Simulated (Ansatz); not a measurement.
**CePt in the CrB-type structure**

The computed numbers are results of PBEsol, scalar-relativistic (collinear spin) in the plane-wave PAW code Ansatz at 420 eV, Γ-centred 8×8×8 mesh, 0.05 eV Gaussian smearing; PAW files: Ansatz's generated set soft_2.

```
CELL_PARAMETERS angstrom
1.89680 -5.46192 0.00000
1.89680 5.46192 0.00000
0.00000 0.00000 4.34263
ATOMIC_POSITIONS crystal
Ce 0.86318 0.13682 0.25000
Ce 0.13682 0.86318 0.75000
Pt 0.59397 0.40603 0.25000
Pt 0.40603 0.59397 0.75000
```

The start was a prototype's sites filled with these elements; the Crystallography Open Database holds the compound in this structure.

Magnetic state: ferromagnetic, site spin moments Ce 0.32 μB.

The pressure at this geometry is 0.0 GPa.

Which orbitals carry the states at the Fermi level, and how many states are there?

Within 0.1 eV of it: Ce 4f 80 %, Ce 5d 14 % (shares among the projected shells). The Fermi level sits on a steep edge: the density of states is 7.1, 9.3 and 16.6 states/eV per cell at −0.1, 0 and +0.1 eV.

Density of states (tetrahedra, averaged over 0.4 eV; states/eV per cell of 4 atoms; energy in eV from the Fermi level; projections on Löwdin-orthogonalised atomic orbitals, summed over sites):

| E | total | Ce 4f up | Ce 4f down | Pt 5d down | Pt 5d up | Ce 5d up |
| --- | --- | --- | --- | --- | --- | --- |
| -6.45 | 0.0 | 0.0 | 0.0 | 0.0 | 0.0 | 0.0 |
| -6.05 | 0.2 | 0.0 | 0.0 | 0.0 | 0.0 | 0.0 |
| -5.65 | 0.5 | 0.0 | 0.0 | 0.0 | 0.0 | 0.0 |
| -5.25 | 2.8 | 0.0 | 0.0 | 0.5 | 0.5 | 0.4 |
| -4.85 | 5.9 | 0.0 | 0.0 | 1.8 | 1.8 | 0.6 |
| -4.45 | 7.4 | 0.1 | 0.1 | 2.8 | 2.9 | 0.5 |
| -4.05 | 9.8 | 0.1 | 0.1 | 4.0 | 3.9 | 0.6 |
| -3.65 | 7.0 | 0.1 | 0.1 | 2.9 | 2.9 | 0.4 |
| -3.25 | 8.8 | 0.1 | 0.1 | 3.7 | 3.7 | 0.4 |
| -2.85 | 8.8 | 0.2 | 0.1 | 3.7 | 3.7 | 0.3 |
| -2.45 | 5.3 | 0.1 | 0.1 | 1.6 | 1.6 | 0.5 |
| -2.05 | 3.3 | 0.1 | 0.1 | 0.6 | 0.6 | 0.4 |
| -1.65 | 0.3 | 0.0 | 0.0 | 0.0 | 0.0 | 0.0 |
| -1.25 | 0.6 | 0.1 | 0.0 | 0.0 | 0.0 | 0.2 |
| -0.85 | 1.7 | 0.2 | 0.1 | 0.1 | 0.1 | 0.4 |
| -0.45 | 3.6 | 0.8 | 0.4 | 0.1 | 0.1 | 0.8 |
| -0.05 | 9.6 | 5.5 | 1.5 | 0.1 | 0.1 | 0.8 |
| 0.35 | 42.7 | 23.5 | 16.6 | 0.3 | 0.6 | 0.6 |
| 0.75 | 19.0 | 2.8 | 13.4 | 0.5 | 0.3 | 0.9 |
| 1.15 | 4.2 | 0.5 | 1.0 | 0.2 | 0.2 | 0.9 |
| 1.55 | 5.3 | 0.3 | 0.4 | 0.3 | 0.4 | 1.7 |
| 1.95 | 4.2 | 0.2 | 0.2 | 0.3 | 0.3 | 1.3 |
| 2.35 | 3.6 | 0.1 | 0.2 | 0.2 | 0.2 | 1.2 |
| 2.75 | 2.9 | 0.1 | 0.1 | 0.2 | 0.2 | 1.0 |
| 3.15 | 1.7 | 0.0 | 0.0 | 0.1 | 0.1 | 0.6 |

These numbers lack spin–orbit coupling. The run wasn't fully tested for a lower electronic state. Site moments are of spin, integrated over atomic spheres. Only parallel moments were tried, so the real magnetic order may be another.

The state of the open shells isn't shown to be the lowest, and forces and pressures are less sure for it. The relaxed cell is 5 % smaller in volume than the cell of this structure in the Crystallography Open Database (23.78 Å³/atom, 1992).
